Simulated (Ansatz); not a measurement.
Input deck for Ansatz 0.2.0, then the block of the output on the nuclei.

The start is a structure deposited in the COD.

```yaml
crystal:
  lattice:
    - [4.06, 0.0, 0.0]
    - [0.0, 4.06, 0.0]
    - [0.0, 0.0, 8.0]
  atoms:
    - { symbol: H, position: [0.9527, 0.2838, 0.1317] }
    - { symbol: H, position: [0.2162, 0.4527, 0.3817] }
    - { symbol: H, position: [0.0473, 0.7162, 0.6317] }
    - { symbol: H, position: [0.7838, 0.5473, 0.8817] }
    - { symbol: H, position: [0.4527, 0.2162, 0.6183] }
    - { symbol: H, position: [0.7162, 0.0473, 0.3683] }
    - { symbol: H, position: [0.5473, 0.7838, 0.1183] }
    - { symbol: H, position: [0.2838, 0.9527, 0.8683] }
    - { symbol: O, position: [0.0731, 0.167, 0.2213] }
    - { symbol: O, position: [0.333, 0.5731, 0.4713] }
    - { symbol: O, position: [0.9269, 0.833, 0.7213] }
    - { symbol: O, position: [0.667, 0.4269, 0.9713] }
    - { symbol: O, position: [0.5731, 0.333, 0.5287] }
    - { symbol: O, position: [0.833, 0.9269, 0.2787] }
    - { symbol: O, position: [0.4269, 0.667, 0.0287] }
    - { symbol: O, position: [0.167, 0.0731, 0.7787] }
kpoints:
  mp_grid: { grid: [8, 8, 4] }
scf:
  occupations: { method: fermi_dirac, width: 0.05 }
hamiltonian:
  xc: pbe
  pseudopotentials: { kind: paw }
output:
  forces: true
  stress: true
  populations: true
  efg:
    quadrupole_moments_barn: { H: 0.00285783, O: -0.02558 }
    contact_densities: true
relax:
  f_tol: 0.02
  max_steps: 60
```

```sh
ansatz run input.yaml --threads 1 --pin off --max-ram 2560MiB --backend cpu --events-out ev --progress --plain --runs-dir out
```

The run relaxes the ions first, and the block belongs to the relaxed positions.

Of the output, the block on the nuclei alone is shown; the set-up, the SCF iterations, energies, forces and stress are cut. One atom of each set with nearly equal values is shown.

```
--- PAW observables at the nuclei: V_zz in 10²¹ V/m², potentials from the cell's mean, atoms counted from 1 ---
  atom   1  H  V_zz =    +2.695161   η = 0.2313   by run symmetry: allowed   C_q = +0.1862 MHz
            electrostatic potential = -33.319647 V   contact ρ = 2.794191 e/Å³
  atom   9  O  V_zz =   +27.233061   η = 0.7187   by run symmetry: allowed   C_q = -16.8442 MHz
            electrostatic potential = -614.041243 V   contact ρ = 2159.473560 e/Å³
```

The relaxation (4 steps) took 67 s of wall time (67 s of CPU time) and 0.49 GiB at its peak, on 1 thread of Arm Neoverse V2 (aarch64; 28 cores open to the job, memory cap 2.5 GiB, no GPU), a shared host with a load of 0.8 a core.
